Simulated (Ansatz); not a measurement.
Input:

BN (wurtzite)

```yaml
crystal:
  lattice:
    - [2.54397, 0.00000, 0.00000]
    - [-1.27198, 2.20314, 0.00000]
    - [0.00000, 0.00000, 4.20774]
  atoms:
    - { symbol: B, position: [0.66667, 0.33333, 0.99990] }
    - { symbol: B, position: [0.33333, 0.66667, 0.49990] }
    - { symbol: N, position: [0.66667, 0.33333, 0.62530] }
    - { symbol: N, position: [0.33333, 0.66667, 0.12530] }
```

In this cell atom 1 (B, nearest neighbour N at 1.561 Å; its periodic images, 2.5 Å or more away, move with it) is moved by s along Cartesian x, unit vector (1.000, 0.000, 0.000); all other atoms and the cell stay fixed.

Calculation: r2SCAN (plane waves to 500 eV, PAW, scalar-relativistic; Ansatz, a quantum-chemistry and plane-wave program). k mesh 12×12×6 (Γ-centred), Fermi-Dirac smearing 0.05 eV. The energy includes the smearing's −TS. BN was relaxed with its symmetry unable to fall. ΔE is measured from the undisplaced structure.

The scan covers s from -0.470 to 0.470 Å in 11 points.

Q: Is this a single well or a double well?

A: A single well with its minimum at or next to zero displacement.

Q: Is the energy the same for equal positive and negative displacements?

A: Even: the same for both signs. With its periodic images moving along, the atom's site symmetry in this cell is 3m..

Q: What is the force constant k = d²E/ds² of this move at s = 0?

A: 25.2 eV/Å².

(For displaced atoms, the force is minus the slope of the energy, and its curvature is a force constant, which sets phonon frequencies.)
